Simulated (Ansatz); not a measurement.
## SnTe: the volume at rest

SnTe in the rock-salt structure, starting from this typed cell of 32.77 Å³ an atom.

```
CELL_PARAMETERS angstrom
0.00000 3.20000 3.20000
3.20000 0.00000 3.20000
3.20000 3.20000 0.00000
ATOMIC_POSITIONS crystal
Sn 0.00000 0.00000 0.00000
Te 0.50000 0.50000 0.50000
```

DFT in Ansatz; k mesh 8×8×8; Fermi–Dirac smearing of 0.1 eV; no spin. Cell and atoms are relaxed to zero stress with the symmetry kept and no dispersion correction.

Caveats: coarse k mesh.

Q: What volume results under PBE, and how much do the potentials matter?

A: 
```json
{"functional": "PBE", "potentials": "all-electron PAW datasets (no frozen core)", "cutoff (eV)": "260", "volume (Å³/atom)": "32.93", "change (%)": "0.5"}
{"functional": "PBE", "potentials": "Ansatz hand-made PAW", "cutoff (eV)": "640", "volume (Å³/atom)": "32.93", "change (%)": "0.5"}
{"functional": "PBE", "potentials": "PseudoDojo norm-conserving", "cutoff (eV)": "1120", "volume (Å³/atom)": "32.88", "change (%)": "0.3"}
{"functional": "PBE", "potentials": "Ansatz norm-conserving", "cutoff (eV)": "1120", "volume (Å³/atom)": "32.93", "change (%)": "0.5"}
```
